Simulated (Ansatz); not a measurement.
A geometry of ZrO₂ away from equilibrium: step 30 of the relaxation of a randomly generated symmetric cell of ZrO2 (space group No. 105). All values below come from PBE (plane waves to 420 eV, PAW, scalar-relativistic; Ansatz, a first-principles code). Γ-centred k-mesh 6×6×6 on the run's cell (coarser than for final values), Fermi–Dirac smearing 0.05 eV.

```xyz
6
Lattice="3.1836 0.0000 0.0000 0.0000 3.1836 0.0000 0.0000 0.0000 6.2676" Properties=species:S:1:pos:R:3 pbc="T T T"
O      0.0000     0.0000     5.1097
O      0.0000     0.0000     1.9760
O      0.0000     1.5918     0.4091
O      1.5918     0.0000     3.5429
Zr     0.0000     1.5918     3.5428
Zr     1.5918     0.0000     6.6766
```

**Question.** Which atoms carry the largest force, and which way does it point?

**Answer.** No atom: all forces are below 0.005 eV/Å; only the cell is out of equilibrium.

**Question.** What is the pressure?

**Answer.** +14.9 GPa, compression positive.

**Question.** How far above the relaxed end point is this geometry?

**Answer.** 0.44 eV/atom; the path ends in P4₂mc (No. 105).

No spin polarisation in the result. Without a van der Waals term the distances between weakly bound units are poorly fixed.

The run could not lose the symmetry of its start: the end is stationary, and may be a saddle point rather than a minimum.

The end of the path is a generated cell of ZrO2: the first start was made by a random draw of sites in a space group, and the end was not matched to a known phase here, so it may be hypothetical. Known forms of ZrO2 include space group No. 14, 137, 225.
